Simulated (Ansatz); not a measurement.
PbSe:
```
PbSe
1.0
    2.16660    -3.75645     0.00000
    4.33639     0.00000     0.00000
    2.16938    -1.25307     3.54106
Pb Se
1 1
Direct
  0.00882   0.49008   0.99308
  0.50923   0.98989   0.49283
```

Relaxed with PBE+D3(BJ).

Map the electron localisation function on the plane through (0.009, 0.490, 0.993) spanned by u = [1, 0, 0] and v = [0, 1, -1] in lattice vectors, from DFT-PBE+D3(BJ) in the program Ansatz with PAW potentials.

x is the fraction of u, y of v (the angle between them is 90°; rows are the nearest grid lines); atoms in the plane: Pb at (0.00, 0.00), Se at (0.50, 0.50).
```
|   :++=-.     .-=++:   |
|   -++=:..   ..:=++-   |
|  :=+=-:.......:-=+=:  |
|:-=++=-::-===-::-=++=-:|
|++++=-:-=*###*=-:-=++++|
|++==-:-+#%@@@%#+-:-==++|
|==--:-+#@@@@@@@#+-:--==|
|-:::-+#@@@@@@@@@#+-:::-|
|...:=#@@@@%%%@@@@#=:...|
| ..-*%@@@%*+*%@@@%*-.. |
|  .=#@@@%*-:-*%@@@#=.  |
|  .=#@@@%+:.:+%@@@#=.  |
|  .=#@@@%*-:-*%@@@#=.  |
| ..-*%@@@%*+*%@@@%*-.. |
|...:=#@@@@%%%@@@@#=:...|
|-:::-+#@@@@@@@@@#+-:::-|
|==--:-+#@@@@@@@#+-:--==|
|++==-:-+#%@@@%#+-:-==++|
|++++=-:-=*###*=-:-=++++|
|:-=++=-::-===-::-=++=-:|
|  :=+=-:.......:-=+=:  |
|   -++=:..   ..:=++-   |
|   :++=-.     .-=++:   |
```
Scale: ten equal steps from 0.003 (start of ' ') to 0.799 (end of '@'), in the order ' .:-=+*#%@'; x runs from 0.000 to 1.00, y from 0.000 (bottom) to 1.00 (top).

The density is the valence pseudo-density with augmentation charge, so density and ELF within about 1 Å of a nucleus are not all-electron values.

Space group Fm-3m (rock salt). Symmetry was held in the PBE+D3(BJ) relaxation; of distortions, only those at the zone centre were tested. Spin–orbit coupling is left out wherever it is not named.

Potentials: the later of the program's two PAW sets.
